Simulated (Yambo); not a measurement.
Yambo run on GeO2 (rutile, space group P4_2/mnm, No. 136). The wavefunctions are norm-conserving PBE (stringent potentials; Quantum ESPRESSO, 124 Ry, no spin-orbit coupling) ones on a 4×4×4 mesh (34 occupied bands); a = 4.4234 Å, b = 4.4234 Å, c = 2.8834 Å, α = 90.00°, β = 90.00°, γ = 90.00°.

Yambo input:

```
rim_cut
gw0
dyson
el_el_corr
HF_and_locXC
ppa
em1d
RandQpts= 1000000
RandGvec= 1 Ry
EXXRLvcs= 124 Ry
VXCRLvcs= 496 Ry
Chimod= "HARTREE"
% BndsRnXp
 9 | 212 |
%
NGsBlkXp= 12 Ry
% LongDrXp
 1.0 | 1.0 | 1.0 |
%
PPAPntXp= 27.2114 eV
% GbndRnge
 1 | 123 |
%
GTermKind= "BG"
DysSolver= "n"
ExtendOut
% QPkrange
 1 | 1 | 34 | 35 |
%
```

k points by index: 1 = Γ.

Table of the .qp output:

```
#    K-point    Band    Eo [eV]    E [eV]    E-Eo [eV]    Vxc [eV]    Vnlxc [eV]    Sc|Eo [eV]    Sc|E [eV]    dSc/dw|Eo [eV]    Re(Z)    Im(Z)
#
    1    34    0.000000    -0.891337    -0.891337    -20.96891    -26.90755    4.815693    5.047303    -7.069911    0.793766    -0.001056
    1    35    1.675633    2.486681    0.811048    -18.33709    -14.03871    -3.327923    -3.487336    -5.348125    0.835742    -0.787597E-3
```
(The two width columns are left out.) Convergence of these settings isn't established.

Geometry relaxed with PBEsol.
